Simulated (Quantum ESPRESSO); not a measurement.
# Kohn-Sham bands of Sr₂MgH₆ (P-3m1)

```
Sr2MgH6
1.0
    5.47544     0.00000     0.00000
   -2.73772     4.74187     0.00000
    0.00000     0.00000     4.18847
Sr Mg H
2 1 6
Direct
  0.66667   0.33333   0.26353
  0.33333   0.66667   0.73647
  0.00000   0.00000   0.00000
  0.82346   0.64692   0.76525
  0.17654   0.35308   0.23475
  0.35308   0.17654   0.76525
  0.64692   0.82346   0.23475
  0.82346   0.17654   0.76525
  0.17654   0.82346   0.23475
```

Materials Project entry mp-644225; symmetrised, unrelaxed at this level. Not found in the COD (Crystallography Open Database) copy used; not checked further. Level: PBEsol, spinors with spin-orbit coupling; pw.x of Quantum ESPRESSO at 68 Ry with PseudoDojo potentials, 4×4×6 k-points, Wannier90. Density: 12×12×8 mesh, cold smearing 0.01 Ry.

Energies are relative to the valence-band maximum; weights are on the orthonormalised atomic waves of the pseudopotential files, averaged over the group. 36 electrons a cell are treated as valence.

```
bands  from (eV)  to (eV)  filling  weight on atomic waves
-----  ---------  -------  -------  ----------------------
1–2       -73.87   -73.87   filled                     ___
3–4       -41.01   -41.01   filled                     ___
5–8       -40.73   -40.72   filled                     ___
9–12      -34.02   -33.94   filled                     ___
13–16     -16.95   -16.71   filled                     ___
17–24     -15.92   -15.49   filled                     ___
25–36      -6.23     0.00   filled                     ___
```

**Question.** Which atomic shells make up each group?

**Answer.** 
- 1–2, weight on atomic waves: Mg 2s 99 %
- 3–4, weight on atomic waves: Mg 2p 100 %
- 5–8, weight on atomic waves: Mg 2p 100 %
- 9–12, weight on atomic waves: Sr 4s 98 %
- 13–16, weight on atomic waves: Sr 4p 98 %
- 17–24, weight on atomic waves: Sr 4p 98 %
- 25–36, weight on atomic waves: H 1s 81 %, Sr 5s 7 %, Mg 3s 5 %

The Kohn-Sham gap over both meshes and the path is 2.52 eV.
